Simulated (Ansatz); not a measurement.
**Every step of a relaxation of bcc Ta (110), 5 layers**

DFT, PBEsol, PAW with Ansatz's default frozen-core files, scalar-relativistic (Ansatz 0.2.0); a Γ-centred 15×15×1 k mesh, Fermi–Dirac smearing of 0.05 eV, no spin polarisation. The run relaxes the atoms in the fixed cell.

Command: `ansatz run input.yaml --threads 2 --pin off --max-ram 4096MiB --backend cpu --events-out ev --progress --plain --runs-dir out` It took 75 s on 2 threads of Intel(R) Xeon(R) 6975P-C (Granite Rapids), on a shared host, peak memory 0.69 GiB.

```yaml
crystal:
  lattice:
    - [2.8411580232, 0.0, 0.0]
    - [-0.9470526744, 2.6786694728, 0.0]
    - [0.0, 0.0, 25.2792]
  atoms:
    - { symbol: Ta, position: [0.0, 0.0, 0.3164660425] }
    - { symbol: Ta, position: [0.5, 0.5, 0.408233021] }
    - { symbol: Ta, position: [0.0, 0.0, 0.5] }
    - { symbol: Ta, position: [0.5, 0.5, 0.591766979] }
    - { symbol: Ta, position: [0.0, 0.0, 0.6835339575] }
kpoints:
  mp_grid: { grid: [15, 15, 1] }
scf:
  occupations: { method: fermi_dirac, width: 0.05 }
hamiltonian:
  xc: pbesol
  pseudopotentials: { kind: paw }
output:
  forces: true
  stress: true
  eigenvalues: true
  write_density: true
  write_potential: true
  elf: true
  volumetric_format: npy
relax:
  f_tol: 0.01
  max_steps: 40
efield:
  axis: 3
  amplitude: 0
  dipole_correction: true
```

Each step lists its free energy a cell above the last geometry, and Cartesian positions (Å) with forces (eV/Å).

The first step:

```
step 1  dF = 53.94 meV
  Ta 0.0000 0.0000 8.0000   0.0000 0.0000 0.4997
  Ta 0.9471 1.3393 10.3198   0.0000 0.0000 -0.4221
  Ta 0.0000 0.0000 12.6396   0.0000 0.0000 0.0000
  Ta 0.9471 1.3393 14.9594   0.0000 0.0000 0.4221
  Ta 0.0000 0.0000 17.2792   0.0000 0.0000 -0.4997
```

Spin–orbit coupling is left out, which matters for the heavy atoms. The PAW files were made under PBE.

**Question.** Where does the relaxation end, and by which steps?

**Answer.** After 5 geometries, with a shortest distance of 2.761 Å. The further steps:
```
step 2  dF = 102.60 meV  (not accepted)
  Ta 0.0000 0.0000 8.1982   0.0000 0.0000 -0.9113
  Ta 0.9471 1.3393 10.2997   0.0000 0.0000 0.9773
  Ta 0.0000 0.0000 12.6396   0.0000 0.0000 0.0000
  Ta 0.9471 1.3393 14.9795   0.0000 0.0000 -0.9773
  Ta 0.0000 0.0000 17.0810   0.0000 0.0000 0.9113
step 3  dF = 0.52 meV
  Ta 0.0000 0.0000 8.0966   0.0000 0.0000 -0.0110
  Ta 0.9471 1.3393 10.3149   0.0000 0.0000 0.0625
  Ta 0.0000 0.0000 12.6396   0.0000 0.0000 0.0000
  Ta 0.9471 1.3393 14.9643   0.0000 0.0000 -0.0625
  Ta 0.0000 0.0000 17.1826   0.0000 0.0000 0.0110
step 4  dF = 0.28 meV
  Ta 0.0000 0.0000 8.1114   0.0000 0.0000 -0.0109
  Ta 0.9471 1.3393 10.3312   0.0000 0.0000 -0.0287
  Ta 0.0000 0.0000 12.6396   0.0000 0.0000 0.0000
  Ta 0.9471 1.3393 14.9480   0.0000 0.0000 0.0287
  Ta 0.0000 0.0000 17.1678   0.0000 0.0000 0.0109
step 5  dF = 0.00 meV
  Ta 0.0000 0.0000 8.1033   0.0000 0.0000 0.0013
  Ta 0.9471 1.3393 10.3244   0.0000 0.0000 -0.0018
  Ta 0.0000 0.0000 12.6396   0.0000 0.0000 0.0000
  Ta 0.9471 1.3393 14.9548   0.0000 0.0000 0.0018
  Ta 0.0000 0.0000 17.1759   0.0000 0.0000 -0.0013
```
